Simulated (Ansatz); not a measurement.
# Harmonic thermodynamics of Zr$_{2}$TeSe

All numbers below come from DFT PBE, scalar-relativistic, plane waves, PAW (Ansatz). Plane waves to 420 eV; Γ-centred k mesh 12×12×6; Fermi-Dirac smearing of 0.15 eV. No spin polarisation. Phonons by linear response, acoustic sum rule imposed.

The cell, relaxed at this level:
```cif
data_structure
_symmetry_space_group_name_H-M 'P-6m2'
_symmetry_Int_Tables_number 187
_cell_length_a 3.6392
_cell_length_b 3.6392
_cell_length_c 7.6955
_cell_angle_alpha 90.000
_cell_angle_beta 90.000
_cell_angle_gamma 120.000
_cell_volume 88.26
loop_
_atom_site_label
_atom_site_type_symbol
_atom_site_symmetry_multiplicity
_atom_site_Wyckoff_symbol
_atom_site_fract_x
_atom_site_fract_y
_atom_site_fract_z
_atom_site_occupancy
Zr1 Zr 2 i 0.66667 0.33333 0.23443 1
Te1 Te 1 b 0.00000 0.00000 0.50000 1
Se1 Se 1 c 0.33333 0.66667 0.00000 1
```

The cell was found from a structure generator's guess, not taken from experiment. In a metal, frequencies and elastic constants depend on the k mesh and the smearing, soft modes and shear constants most. Spin–orbit coupling is left out, which matters for heavy elements. The q mesh is coarse, so values between its points are rough.

Force constants from linear response on a 2×2×1 q mesh, interpolated to a fine mesh.

Phonon density of states, in bins of 5 cm⁻¹:
```csv
bin centre (cm⁻¹),share of modes (%)
2.5,0.0
7.5,0.0
12.5,0.0
17.5,0.0
22.5,0.0
27.5,0.1
32.5,0.1
37.5,0.1
42.5,0.2
47.5,0.3
52.5,0.4
57.5,0.5
62.5,0.7
67.5,1.0
72.5,1.4
77.5,2.4
82.5,3.0
87.5,1.9
92.5,2.5
97.5,2.9
102.5,2.5
107.5,2.5
112.5,3.9
117.5,2.4
122.5,3.7
127.5,2.8
132.5,3.6
137.5,3.0
142.5,2.3
147.5,3.5
152.5,1.9
157.5,3.9
162.5,4.7
167.5,4.5
172.5,4.3
177.5,2.8
182.5,5.1
187.5,7.5
192.5,2.1
197.5,3.0
202.5,5.1
207.5,2.0
212.5,4.4
217.5,0.9
```

Q: Give the zero-point energy per atom.

A: 27.5 meV.

Q: How large are the vibrational entropy and heat capacity at 300 K?

A: S = 4.26 k_B and C_V = 2.87 k_B per atom, 96 % of the Dulong–Petit value.

Q: Tabulate them against temperature.

A:
```
T (K)  F_vib (meV/atom)  S (k_B/atom)  C_V (k_B/atom)
  100              23.2          1.43            2.07
  200               3.1          3.12            2.72
  300             -29.0          4.26            2.87
  400             -69.4          5.09            2.92
  500            -116.2          5.75            2.95
  600            -168.1          6.28            2.97
  700            -224.3          6.74            2.97
  800            -284.1          7.14            2.98
  900            -347.2          7.49            2.98
 1000            -413.1          7.81            2.99
```
